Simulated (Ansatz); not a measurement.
Ansatz run, Cs2NaMnBr6

Input file of Ansatz 0.2.0:

```yaml
crystal:
  lattice:
    - [0.0, 5.195168, 5.195168]
    - [5.195168, 0.0, 5.195168]
    - [5.195168, 5.195168, 0.0]
  atoms:
    - { symbol: Br, position: [0.785, 0.215, 0.215] }
    - { symbol: Br, position: [0.215, 0.785, 0.215] }
    - { symbol: Br, position: [0.215, 0.785, 0.785] }
    - { symbol: Br, position: [0.785, 0.215, 0.785] }
    - { symbol: Br, position: [0.215, 0.215, 0.785] }
    - { symbol: Br, position: [0.785, 0.785, 0.215] }
    - { symbol: Na, position: [0.5, 0.5, 0.5] }
    - { symbol: Mn, position: [0.0, 0.0, 0.0] }
    - { symbol: Cs, position: [0.25, 0.25, 0.25] }
    - { symbol: Cs, position: [0.75, 0.75, 0.75] }
  symmetry: { tolerance: 0.0003 }
kpoints:
  mp_grid: { grid: [6, 6, 6], shift: [0, 0, 0] }
  band_path:
    path:
      - [0.0, 0.0, 0.0]
      - [0.5, 0.0, 0.5]
      - [0.625, 0.25, 0.625]
      - [0.375, 0.375, 0.75]
      - [0.0, 0.0, 0.0]
      - [0.5, 0.5, 0.5]
      - [0.5, 0.25, 0.75]
      - [0.5, 0.0, 0.5]
    npoints: 8
magnetization:
  spin_polarized: false
scf:
  occupations: { method: fermi_dirac }
  lower_state_search: "off"
  max_iter: 200
hamiltonian:
  pseudopotentials: { kind: paw }
  xc: r2scan
  hubbard:
    projectors: all-electron-ortho-atomic
    sites: [{ species: Mn, l: d, u_eff: 2.85 }]
basis:
  ecutwfc: 500
  fft_grid_basis: typed
output:
  forces: true
  stress: true
  eigenvalues: true
  bader: true
  populations: true
  elf: true
  write_potential: true
  volumetric_format: npy
  dos:
    e_range: [-12, 8]
    de: 0.05
    projected: { site_lists: { Br: [Br], Cs: [Cs], Mn: [Mn], Na: [Na] } }
checkpoint:
  read: saved_state
```

The run starts from an earlier solution of this cell. 

Parts of the output:

```
Br: projections on atomic orbitals take those of the free atom [Ar 3d10] 4s2 4p5, of charge +0.00 (hamiltonian.pseudopotentials.projection_atoms); the dataset's partial waves leave at most 2.8e-6 of an orbital's norm unspanned inside its sphere
Na: projections on atomic orbitals take those of the free atom [He] 2s2 2p6 3s1, of charge +0.00 (hamiltonian.pseudopotentials.projection_atoms); the dataset's partial waves leave at most 1.8e-8 of an orbital's norm unspanned inside its sphere
Mn: projections on atomic orbitals take those of the free atom [Ne] 3s2 3p6 3d5 4s2, of charge +0.00 (hamiltonian.pseudopotentials.projection_atoms); the dataset's partial waves leave at most 9.0e-7 of an orbital's norm unspanned inside its sphere
Cs: projections on atomic orbitals take those of the free atom [Kr 4d10] 5s2 5p6 6s1, of charge +0.00 (hamiltonian.pseudopotentials.projection_atoms); the dataset's partial waves leave at most 8.5e-6 of an orbital's norm unspanned inside its sphere
Pseudopotentials: kind: paw
Pseudopotential: Br, paw, valence charge 7, recommended cutoff 500 eV (meta_gga), Br.paw.azcp
Pseudopotential: Na, paw, valence charge 9, recommended cutoff 500 eV (meta_gga), Na.paw.azcp
Pseudopotential: Mn, paw, valence charge 15, recommended cutoff 500 eV (meta_gga), Mn.paw.azcp
Pseudopotential: Cs, paw, valence charge 9, recommended cutoff 500 eV (meta_gga), Cs.paw.azcp
Functional definition: r2SCAN
  exchange = r2scan_x(k0 = k0, k1 = k1, a1 = a1)
  correlation = r2scan_c
Crystal: 10 atoms, lattice volume = 280.433 Å³
Basis set: ecut = 500 eV, 7119 PW (Γ), exchange–correlation on 216×216×216 points (64 copies of the dense FFT grid, shifted against one another)
Bands: 52, of which v1, the nominal top of the filled ones, is band 42 counted from 1 (41 counted from 0)
Symmetry: 48 space group operations
Space group: Fm-3m (ITA 225), of the structure as read, at distance tolerance 2.0e-3 Å
k-points: 16 of 216
Initial density: read from a saved state, or passed on in memory by an earlier SCF of this step, an earlier step, the calling program or the single point that the run made first
Functional: x = r2scan, c = r2scan; τ floored in thin density (d = 2e-4 eV/Å³)
SCF iter   1: F=-33529.7204 eV  Δρ=8.14e-3  dr2=1.32e-2  dr2_τ=3.59e-2
SCF iter   2: F=-33529.7324 eV  Δρ=7.71e-4  dr2=7.89e-4  dr2_τ=2.82e-4
SCF iter   3: F=-33529.7320 eV  Δρ=6.46e-4  dr2=1.11e-3  dr2_τ=3.18e-5
SCF iter   4: F=-33529.7328 eV  Δρ=2.53e-4  dr2=1.68e-4  dr2_τ=8.54e-6
SCF iter   5: F=-33529.7329 eV  Δρ=8.63e-5  dr2=3.24e-5  dr2_τ=7.90e-7
SCF iter   6: F=-33529.7328 eV  Δρ=2.80e-5  dr2=5.74e-6  dr2_τ=1.78e-7
SCF iter   7: F=-33529.7328 eV  Δρ=2.37e-5  dr2=2.30e-6  dr2_τ=2.45e-8
SCF iter   8: F=-33529.7328 eV  Δρ=1.02e-5  dr2=4.47e-7  dr2_τ=3.83e-9
SCF iter   9: F=-33529.7328 eV  Δρ=1.73e-6  dr2=3.35e-8  dr2_τ=2.14e-10
Free energy (F): -33529.7328 eV
Harris-Foulkes:  -33529.7328 eV  (|F-HF|=2.22e-8)
Internal energy: -33529.3868 eV  (E = F + TS)
E sigma→0 (E₀):  -33529.5598 eV
Entropy (-TS):   -0.3460 eV (-34.599 meV/atom)
Fermi energy:    5.0536 eV
--- Per-component energies (eV) ---
  E_band       = -744.6686
  E_kinetic    = 1544.2551
  E_local      = -6954.4408  (includes V_loc(G=0)·N_el)
  E_nonlocal   = 841.0752
  E_hartree    = 2714.2005
  E_xc         = -1989.6044
  E_vxc        = -1196.2006  (∫ρ·V_xc dr)
  E_hubbard    = 2.9431  (on-site DFT+U / exact-exchange correction)
  E_vhub       = -2.4413  (the Hubbard potential's part of the band-sum identity)
  E_paw        = -25384.7512  (= ΣΔE_a)
  E_vpaw       = -468.6532  (= ΣTr[D̂ρ^β])
  E_aug_tail   =  0.0000  (compensation charges beyond the density's cutoff)
  E_vtau       = 63.3440  (kinetic-family band-sum trace: ∫τ·v_τ [+ j·A + Jᵃ·Aᵃ] dr)
  E_ewald      = -4301.9056
  E_core_change = -1.1587  (= ΣΔE_core)
  E_smearing   = -0.3460  (= −TS)
--- Forces (eV/Å), atoms counted from 1 ---
  atom   1  Br     3.5970     0.0000     0.0000
  atom   2  Br     0.0000     3.5970     0.0000
  atom   3  Br    -3.5970     0.0000     0.0000
  atom   4  Br     0.0000    -3.5970     0.0000
  atom   5  Br     0.0000     0.0000     3.5970
  atom   6  Br     0.0000     0.0000    -3.5970
  atom   7  Na     0.0000     0.0000     0.0000
  atom   8  Mn     0.0000     0.0000     0.0000
  atom   9  Cs     0.0000     0.0000     0.0000
  atom  10  Cs     0.0000     0.0000     0.0000
--- Stress (GPa, compression-positive) ---
        9.8131       0.0000       0.0000
        0.0000       9.8131       0.0000
        0.0000       0.0000       9.8131
  P = ⅓ Tr σ = 9.8131 GPa (98.131 kbar)
```

Origin: a known structure type with other elements, at an estimated volume, so it need not be a known compound. Caveats: no spin polarisation, so a magnetic state may lie lower; atoms or cell far from equilibrium.
